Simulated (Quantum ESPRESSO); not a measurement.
# How NMR parameters follow strain in MgO (Fm-3m)

```
MgO
1.0
    0.00000     2.09700     2.09700
    2.09700     0.00000     2.09700
    2.09700     2.09700     0.00000
Mg O
1 1
Direct
  0.00000   0.00000   0.00000
  0.50000   0.50000   0.50000
```
Geometry: a computed entry of the Materials Project; it was not checked against measured cells. It is MgO in Fm-3m. Stability against distortions was not tested.

Isotropic strain: all lattice vectors are scaled together, so the volume changes by about three times as much; fractional positions kept.

Method: shieldings by PBE GIPAW on JTH datasets (Quantum ESPRESSO, modified build), 22.5 Ha, k-mesh 6×6×6 shifted, f-sum rule met within 0.003 %. Values are those of the named site's first atom. These are absolute shieldings with no macroscopic susceptibility term; δ = σ_ref − σ needs a reference computed alike. By our sweeps, such settings leave a few ppm in absolute σ. No d partial waves on Mg: the paramagnetic term there is incompletely reconstructed. Static lattice: thermal averaging is not included.

Unchanged cell: σ_iso Mg (ppm) = 522.3, σ_iso O (ppm) = 189.5.

How do these values move along the path (lattice scale factor: 0.98, 0.99, 1.01, 1.02)?


| lattice scale factor | σ_iso Mg (ppm) | σ_iso O (ppm) |
|---|---|---|
| 0.98 | 515.8 | 193.1 |
| 0.99 | 519.1 | 191.4 |
| 1 | 522.3 | 189.5 |
| 1.01 | 525.4 | 187.5 |
| 1.02 | 528.3 | 185.4 |
